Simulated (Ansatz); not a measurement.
YSiO:
```xyz
6
Lattice="3.3489 0.0000 0.0000 0.0000 3.3489 0.0000 0.0000 0.0000 7.9688" Properties=species:S:1:pos:R:3 pbc="T T T"
Y      0.0000     1.6744     5.3568
Y      1.6744     0.0000     2.6119
Si     0.0000     0.0000     0.0000
Si     1.6744     1.6744     0.0000
O      1.6744     0.0000     4.8850
O      0.0000     1.6744     3.0838
```

Relaxed with PBEsol. Special points in fractions of this cell's reciprocal vectors: Γ (0.000, 0.000, 0.000); X (0.000, 0.500, 0.000); M (0.500, 0.500, 0.000); Z (0.000, 0.000, 0.500); R (0.000, 0.500, 0.500); A (0.500, 0.500, 0.500).

**Question.** List the band energies nearest the Fermi level at these points for the program Ansatz at the PBEsol level (PAW).

**Answer.** In eV from the Fermi level; about four levels below and three above (degenerate sets whole), none deeper than 8.9 eV; points with the same levels are listed once.

```csv
k,below,above
Γ,-2.25 -1.29 -1.29 -1.05,0.05 2.01 2.03 2.03
X,-4.34 -4.34 -1.09 -1.09,1.46 1.46 2.33 2.33
M,-3.46 -3.46 -0.70 -0.70,2.47 2.47 3.17 3.17
Z,-1.27 -1.27 -0.78 -0.46,2.32 2.57 3.05
R,-4.16 -4.16 -1.75 -1.75,1.53 1.53 2.75 2.75
A,-3.44 -3.44 -0.91 -0.91,2.28 2.28 3.55 3.55
```

Space group P4/nmm. The start of the workflow was typed in or built on a structure type; neither database checked (COD, Materials Project) lists it. Its standing as an ambient phase is unchecked. Symmetry was held in the PBEsol relaxation; its stability against distortions is not shown here. No spin polarisation was allowed. Spin–orbit coupling is left out wherever it is not named.

Potentials: the earlier of the program's two PAW sets. The files were generated under PBE; for other functionals the program regenerates the frozen cores, and for LDA and PBEsol the local potential too.
